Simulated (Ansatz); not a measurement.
# How far is PAW off for Sn?

```xyz
1
Lattice="-1.5430 1.5430 2.9156 1.5430 -1.5430 2.9156 1.5430 1.5430 -2.9156" Properties=species:S:1:pos:R:3 pbc="T T T"
Sn    0.0000    0.0000    0.0000
```

The cell comes from COD entry 1540069, which wasn't checked; take it as a given geometry. The listed cell was then made from it by scaling, straining or moving an atom.

No spin–orbit coupling, which matters for the heavy atoms here.

Methods: DFT, PBEsol, PAW with Ansatz's default frozen-core files, scalar-relativistic (Ansatz 0.2.0); DFT, PBEsol, all-electron LAPW, scalar-relativistic (Ansatz 0.2.0).

For PAW: a Γ-centred 18×18×18 k mesh, Fermi–Dirac smearing of 0.03 eV, cutoff 420 eV, no spin polarisation; the PAW files were made with PBE, and the program remakes their frozen cores for this functional. LAPW targets a basis error of 1 meV/atom. The Ansatz runs share mesh, smearing and spin set-up. Plane-wave (PAW) pressures include the program's estimate of the Pulay term.

Stress and pressure are positive in compression.

The change that made this cell: equal xx and yy strain of -3 %.

PAW results:

```csv
quantity,PAW
pressure (GPa),-1.44
stress xx (GPa),-0.02
stress zz (GPa),-4.28
```

Q: What does LAPW (all electrons) give for the same quantities?

A: 
```json
{"quantity": "pressure (GPa)", "LAPW": "-1.43"}
{"quantity": "stress xx (GPa)", "LAPW": "-0.01"}
{"quantity": "stress zz (GPa)", "LAPW": "-4.27"}
```
